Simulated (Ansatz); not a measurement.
Structure types of Co compared at 29 GPa

Structure types of Co are relaxed in primitive cells with their symmetry kept at 29 GPa, first on PAW files, then by LAPW. The enthalpy is E + pV at zero temperature, without zero-point motion. Only the types listed were tried, and differences under about 5 meV/atom are mesh noise. Not among the end structures: fcc, bcc, which may lie lower.

Computed with Ansatz 0.2.0; functional LDA, scalar-relativistic. Settings: Fermi–Dirac smearing of 0.08 eV, spin-polarised from start moments Co1 1.7, Co2 1.7 μB. Methods: LAPW: all electrons, basis error target 0.5 meV/atom; PAW: frozen-core files, cutoff 420 eV.

k meshes: hcp 19×19×10, diamond 15×15×15, beta tin 19×19×19, simple hexagonal 19×19×18.

The magnetic state is the one reached from the start moments; other orders weren't searched. The PAW files were made under PBE.

Which type is lowest in enthalpy, and by how much?

hcp, 699 meV/atom below simple hexagonal. The whole table:

| start type | ends as | a, b, c (Å) | V (Å³/atom) | H − H(lowest), LAPW (meV/atom) | same, PAW | moment (μB/atom) |
| --- | --- | --- | --- | --- | --- | --- |
| hcp | hcp, P6_3/mmc | 2.356, 2.356, 3.797 | 9.13 | 0.0 | 0.0 | 1.31 |
| diamond | diamond, Fd-3m | 4.587, 4.587, 4.587 | 12.06 | 1972.8 | 1975.6 | 0.00 |
| beta tin | beta tin, I4_1/amd | 4.079, 4.079, 2.305 | 9.58 | 763.0 | 765.4 | 0.00 |
| simple hexagonal | simple hexagonal, P6/mmm | 2.273, 2.273, 2.161 | 9.67 | 698.6 | 699.7 | 1.06 |

Split the lead of hcp over simple hexagonal into energy and pV.

For simple hexagonal less hcp: ΔE = +600.7 meV/atom, and p·ΔV = 29 GPa × +0.5409 Å³ × 6.242 meV/(GPa·Å³) = +97.9 meV/atom, together 698.6 meV/atom. hcp wins on both counts.
